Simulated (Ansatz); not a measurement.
Bi2Se3 (space group R-3m)

```yaml
crystal:
  lattice:
    - [2.05251, 1.18502, 9.30080]
    - [-2.05251, 1.18502, 9.30080]
    - [0.00000, -2.37003, 9.30080]
  atoms:
    - { symbol: Bi, position: [0.40131, 0.40131, 0.40131] }
    - { symbol: Bi, position: [0.59869, 0.59869, 0.59869] }
    - { symbol: Se, position: [0.00000, 0.00000, 0.00000] }
    - { symbol: Se, position: [0.20934, 0.20934, 0.20934] }
    - { symbol: Se, position: [0.79066, 0.79066, 0.79066] }
```

The slice is a (-1 1 0 4) plane (indices of the conventional cell) through the point (0.599, 0.599, 0.599) (fractional), spanned by u = [1 0 -1] and v = [1 -1 1] in vectors of this cell: u (4.11 Å) and v (10.44 Å, at 90° to u). It covers one period; positions are fractions (u, v).

The numbers are results of LDA (plane waves to 420 eV, PAW, scalar-relativistic; Ansatz, a quantum-chemistry and plane-wave program), not measurements. k mesh 9×9×9. Inside the PAW spheres the values are not all-electron values, and peaks at nuclei hang on which shells count as valence. At this level the bands of Bi2Se3 touch or barely overlap; measurements give the solid a gap. Bi2Se3 was relaxed with its symmetry unable to fall. Spin-orbit coupling is left out, though Bi is heavy.

### Question
Sketch the electrostatic potential energy of an electron, from the cell's mean on this plane as a map.

### Answer
```
|xxx  +##+  xx|
|xxx -*##*- xx|
|x  .+#%%#+.  |
| .-*#%@@%#*-.|
|+*#%%@@@@%%#*|
|##%@@@@@@@@%#|
|##%@@@@@@@@%#|
|##%@@@@@@@@%#|
|%%@@%####%@@%|
|@@@%*-  -*%@@|
|@@@#-xxxx-#@@|
|@@%* xxxx *%@|
|@@%* xxxx *%@|
|@@%#- xx -#%@|
|@@%#+:  :+#%@|
|@%%#+-::-+#%%|
|%%#+-    -+#%|
|%#*-  xx  -*#|
|%#+  xxxx  +#|
|##+  xxxx  +#|
|#*+. xxxx .+*|
|+*+-  xx  -+*|
|=+*+-    -+*+|
|++*#*+==+*#*+|
|**#%%####%%#*|
|##%%%%%%%%%%#|
|**#%%@@@@%%#*|
| .-*#%%%%#*-.|
|x  :+#%%#+:  |
|xxx -*%%*- xx|
|xxx  +##+  xx|
|xxxx +##+ xxx|
```
Scale: ten equal steps from 0.00 (start of ' ') to 8.48 (end of '@'), in the order ' .:-=+*#%@'. Values: electrostatic potential energy of an electron, from the cell's mean, in eV. The map has 13 points along u (one character each, u = 0 at the left) and 32 along v (v = 0 in the bottom row). Points within 1 Å of a nucleus are blanked (x), as the pseudised field means little there. Values under 0 eV are set to 0. The zero, the cell's mean, hangs on the PAW cores.
